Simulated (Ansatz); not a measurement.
## Lattice vibrations of Li2Pd at Γ at 15 GPa

Computed with DFT LDA, scalar-relativistic, plane waves, PAW (Ansatz 0.2.0). Plane waves to 420 eV; Γ-centred k mesh 12×12×16; Fermi-Dirac smearing of 0.15 eV. No spin polarisation. Phonons by linear response, acoustic sum rule imposed.

The cell, relaxed at 15 GPa:
```
Li Pd
1.0
     3.82433    0.00000    0.00000
    -1.91216    3.31196    0.00000
     0.00000    0.00000    2.56014
Li Pd
2 1
Direct
  0.33333 0.66667 0.50000
  0.66667 0.33333 0.50000
  0.00000 0.00000 0.00000
```

In a metal, frequencies and elastic constants depend on the k mesh and the smearing, soft modes and shear constants most. Other phases may be more stable at this pressure.

Optical modes at Γ; i marks an imaginary frequency:
| frequency (meV) | degeneracy |
| --- | --- |
| 7.5i | 1 |
| 34.8 | 1 |
| 44.7 | 2 |
| 73.9 | 2 |

1 of the 6 optical modes are unstable, so the structure is a saddle point of the energy and would distort without enlarging its cell.

Cost: 1 run of about 1.6 core-minutes, on Arm Neoverse V1 (shared hosts).